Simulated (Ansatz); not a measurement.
Equation of state of KTaO₃ from a dense series

```xyz
5
Lattice="3.9883 0.0000 0.0000 0.0000 3.9883 0.0000 0.0000 0.0000 3.9883" Properties=species:S:1:pos:R:3 pbc="T T T"
K     1.9942    1.9942    1.9942
Ta    0.0000    0.0000    0.0000
O     1.9942    0.0000    0.0000
O     0.0000    1.9942    0.0000
O     0.0000    0.0000    1.9942
```

Atom numbers follow the list: K1, Ta2, O3, O4, O5.

The conventional cell has a = 3.988 Å, b = 3.988 Å, c = 3.988 Å, α = 90.00°, β = 90.00°, γ = 90.00°. K (atom 1) has 12 O at 2.82 Å as nearest neighbours. Ta (atom 2) is surrounded by 6 O at 1.99 Å. O (atom 3) is surrounded by 2 Ta at 1.99 Å.

The cell comes from COD entry 2102087, which wasn't checked; take it as a given geometry.

Spin–orbit coupling is left out, though it moves levels of the heavy atoms by tenths of an eV or more.

All numbers below come from Ansatz 0.2.0, DFT, LDA, all-electron LAPW, scalar-relativistic.

The runs use a Γ-centred 5×5×5 k mesh, Fermi–Dirac smearing of 0.01 eV, basis error target 0.5 meV/atom, no spin polarisation.

The cell is scaled evenly. Fractional coordinates are held (clamped ions).

```
V (Å³/atom)  P (GPa)
     11.927     8.13
     12.180     3.06
     12.434    -1.48
     12.561    -3.56
     12.688    -5.53
     12.815    -7.40
     12.942    -9.16
     13.449   -15.30
```

Question: Fit a third-order Birch–Murnaghan curve to the pressures.

Answer: P = (3B0/2)(y^(7/2) − y^(5/2))[1 + (3/4)(B0′ − 4)(y − 1)] with y = (V0/V)^(2/3) fits within 0.01 GPa for V0 = 12.348 Å³/atom, B0 = 216.6 GPa and B0′ = 4.46.

Question: Predict the pressure at the withheld volume, 13.196 Å³/atom.

Answer: There y = 0.9567, so the fit gives -12.40 GPa; the run gave -12.40 GPa.
